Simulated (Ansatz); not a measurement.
A plane-wave DFT run in Ansatz 0.2.0 (scalar-relativistic PAW potentials unless the input names others): input and command.

```yaml
crystal:
  lattice:
    - [6.2739287936, 0.0, 0.0]
    - [0.0, 6.2739287936, 0.0]
    - [0.0, 0.0, 6.225153902]
  atoms:
    - { symbol: Cs, position: [0.5, 0.5, 0.5] }
    - { symbol: Pb, position: [0.0, 0.0, 0.0] }
    - { symbol: I, position: [0.0, 0.5, 0.0] }
    - { symbol: I, position: [0.5, 0.0, 0.0] }
    - { symbol: Br, position: [0.0, 0.0, 0.5] }
basis:
  ecutwfc: 420
  precision: f64
kpoints:
  mp_grid: { grid: [4, 4, 6] }
hamiltonian:
  xc: pbe
scf:
  occupations: { method: methfessel_paxton, width: 0.005 }
  eigensolver: { kind: davidson }
output:
  forces: true
  eigenvalues: true
  stress: true
```

```bash
ansatz run input.yaml --threads 1 --pin off --max-ram 1331MiB --backend cpu --events-out ev --progress --plain --runs-dir out
```

Abridged log:
```
Pseudopotentials: kind: paw
Pseudopotential: Cs, paw, valence charge 9, recommended cutoff 420 eV (normal)
Pseudopotential: Pb, paw, valence charge 14, recommended cutoff 420 eV (normal)
Pseudopotential: I, paw, valence charge 17, recommended cutoff 420 eV (normal)
Pseudopotential: Br, paw, valence charge 7, recommended cutoff 420 eV (normal)
Functional definition: PBE
Crystal: 5 atoms, lattice volume = 245.036 Å³
Basis set: ecut = 420 eV, 4777 PW (Γ), exchange–correlation on 90×90×90 points (8 copies of the dense FFT grid, shifted against one another)
Bands: 39, of which v1, the nominal top of the filled ones, is band 32 counted from 1 (31 counted from 0)
Symmetry: 16 space group operations
Space group: P4/mmm (ITA 123), of the structure as read, at distance tolerance 6.3e-5 Å
k-points: 24 of 96
Initial density: superposition of atomic densities (neutral atoms: chi_scale 0, normalization atom), corrected by the library's trained network
Initial wavefunctions: pseudopotential atomic-orbital guess
Functional: x = pbe(κ = 0.804, μ = 0.21951497), c = pbe(β = 0.06672455)
SCF iter   1: F=—  HF=-35391.650215 eV  |F-HF|=—  |Δ(HF+E_count)|=         —  Δρ=4.99e-4  dr2=6.85e-4  ethr=1.77e-3  ⟨swp⟩=17.5  Hψ=4368  notcnv=2
SCF iter   2: F=—  HF=-35391.652937 eV  |F-HF|=—  |Δ(HF+E_count)|=   2.72e-3  S|Δr|=    0.00e0  Δρ=2.82e-4  dr2=1.89e-4  ethr=1.07e-6  ⟨swp⟩=7.1  Hψ=4173  notcnv=0  defer=103
SCF iter   3: F=—  HF=-35391.653214 eV  |F-HF|=—  |Δ(HF+E_count)|=   2.76e-4  S|Δr|=    0.00e0  Δρ=5.88e-5  dr2=1.37e-5  ethr=2.19e-8  ⟨swp⟩=3.7  Hψ=4626  notcnv=0  defer=65
SCF iter   4: F=—  HF=-35391.653226 eV  |F-HF|=—  |Δ(HF+E_count)|=   1.21e-5  S|Δr|=    0.00e0  Δρ=2.26e-5  dr2=1.53e-6  ethr=2.15e-8  ⟨swp⟩=4.2  Hψ=2140  notcnv=0  defer=17
automatic band count: iteration 4 solves 37 bands in place of 39: the levels show a gap, and the empty bands left out lie too high to hold charge; the band table lists the bands solved (type scf.n_extra_bands for more)
SCF iter   5: F=-35391.653228 eV  HF=-35391.653228 eV  |F-HF|=1.50e-7  |Δ(HF+E_count)|=   2.07e-6  S|Δr|=    0.00e0  Δρ=5.09e-6  dr2=8.18e-8  ethr=2.40e-9  ⟨swp⟩=4.6  Hψ=2143  notcnv=0  defer=11
SCF 1 converged in 5 iterations: F = -35391.653228 eV  dr2 = 8.18e-8
  Residual-converged pass: ⟨swp⟩=4.2  Hψ=2901  notcnv=0  max |occ|·‖R‖ = 6.7e-6 eV (tolerance 6.7e-6 eV) dr2=8.50e-8  dr2_onsite=4.90e-9  max |Δocc| = 0.0e0
SCF converged after 5 iterations
Stability not checked: this state was not tested for a lower state beside it, because cold or Methfessel-Paxton smearing, or corrected tetrahedra, fill the levels in a way that the test cannot read (fill_not_monotonic; see scf.lower_state_search)
Free energy (F): -35391.653228 eV
Harris-Foulkes:  -35391.653228 eV  (|F-HF|=1.50e-7)
Internal energy: -35391.653228 eV  (E = F + TS)
E sigma→0 (E₀):  -35391.653228 eV
Fermi energy:    4.231783 eV
Step filling:    the computed levels leave a gap of 1.4003 eV = 280.1 smearing widths at the electron count; against every level under it full and every level over it empty, smearing changes F+E_penalty+E_count by +0.00e0 meV and its σ→0 estimate by +0.00e0 meV
--- Forces (eV/Å), atoms counted from 1 ---
  atom   1  Cs     0.00000000     0.00000000     0.00000000
  atom   2  Pb     0.00000000     0.00000000     0.00000000
  atom   3  I      0.00000000     0.00000000     0.00000000
  atom   4  I      0.00000000     0.00000000     0.00000000
  atom   5  Br     0.00000000     0.00000000     0.00000000
--- Stress (GPa, compression-positive) ---
        0.887456       0.000000       0.000000
        0.000000       0.887456       0.000000
        0.000000       0.000000      -1.085946
  P = ⅓ Tr σ = 0.2297 GPa (2.297 kbar)
```

Apart from outputs and empty bands, the input differs from a reference run on usual settings in scf.occupations.method: "gaussian" → "methfessel_paxton"; scf.occupations.width: 0.02 → 0.005; scf.eigensolver.kind: not typed → "davidson"; basis.precision: not typed → "f64". The reference, at the same geometry (not necessarily relaxed), gave pressure 0.23 GPa, largest force 0.000 eV/Å, gap on the mesh 1.40 eV. This run converged in 5 SCF iterations (reference: 6) with an energy at zero smearing within 0.01 meV/atom of the reference's, pressure 0.23 GPa, largest force 0.000 eV/Å, gap on the mesh 1.40 eV.